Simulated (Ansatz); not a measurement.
A geometry of CeO₂ away from equilibrium: step 7 of the relaxation of a generated cell, CeO2 built in the pyrite structure type. These are PBE (plane waves to 420 eV, PAW, scalar-relativistic; Ansatz, a quantum-chemistry and plane-wave program) values and carry that method's errors. Γ-centred k-mesh 4×4×4 on the run's cell (coarser than for final values), Fermi–Dirac smearing 0.05 eV. The plane waves were selected for a different cell earlier on the path.

```
CELL_PARAMETERS angstrom
      5.53013     0.00000     0.00000
      0.00000     5.53013     0.00000
      0.00000     0.00000     5.53013
ATOMIC_POSITIONS crystal
  Ce 0.00000 0.00000 0.00000
  Ce 0.50000 0.50000 0.00000
  Ce 0.00000 0.50000 0.50000
  Ce 0.50000 0.00000 0.50000
  O  0.27632 0.27632 0.27632
  O  0.77632 0.22368 0.72368
  O  0.72368 0.77632 0.22368
  O  0.22368 0.72368 0.77632
  O  0.72368 0.72368 0.72368
  O  0.22368 0.77632 0.27632
  O  0.27632 0.22368 0.77632
  O  0.77632 0.27632 0.22368
```
Spin-polarised start, with parallel moments on Ce.

Question: What forces act on the atoms (eV/Å)?

Answer: 
```
atom     Fx     Fy     Fz
----  -----  -----  -----
Ce1    0.00   0.00   0.00
Ce2    0.00   0.00   0.00
Ce3    0.00   0.00   0.00
Ce4    0.00   0.00   0.00
O5    -0.18  -0.18  -0.18
O6    -0.18   0.18   0.18
O7     0.18  -0.18   0.18
O8     0.18   0.18  -0.18
O9     0.18   0.18   0.18
O10    0.18  -0.18  -0.18
O11   -0.18   0.18  -0.18
O12   -0.18  -0.18   0.18
```

The path ends in Fm-3m (No. 225) (fluorite type). No spin polarisation in the result: the starting moments vanished. The d or f electrons are treated with no Hubbard U. The 4f state was not searched, so a lower electronic state may exist.

The run could not lose the symmetry of its start; a randomly shaken copy of 6 atoms returns to this structure.
